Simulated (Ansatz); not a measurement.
Relaxed PbTe (rock salt):

```xyz
4
Lattice="0.0000 6.5690 6.5690 3.2845 0.0000 3.2845 3.2845 3.2845 0.0000" Properties=species:S:1:pos:R:3 pbc="T T T"
Te     0.0000     0.0000     0.0000
Te     0.0000     3.2845     3.2845
Pb     3.2845     3.2845     3.2845
Pb     3.2845     6.5690     6.5690
```

Computed with PBE (plane waves to 420 eV, PAW, scalar-relativistic; Ansatz, a quantum-chemistry and plane-wave program). k mesh 7×7×7 (Γ-centred), Fermi-Dirac smearing 0.05 eV. PbTe was relaxed with its symmetry unable to fall. Spin-orbit coupling is left out, though Pb and Te are heavy.

One atom of the cell was then moved (with its periodic images), all else fixed, and the forces (eV/Å) came out as:

```csv
atom,Fx,Fy,Fz
Te1,0.001,-0.009,0.000
Te2,-0.009,0.001,0.000
Pb3,0.052,0.052,0.000
Pb4,-0.044,-0.044,0.000
```

Question: Which atom was moved, and by which vector (Å)?

Answer: Pb3, by (-0.05, -0.05, 0.00), 0.07 Å in all.

(A displaced cell: forces are minus the slopes of the energy, force constants its curvatures, and phonons follow from these.)
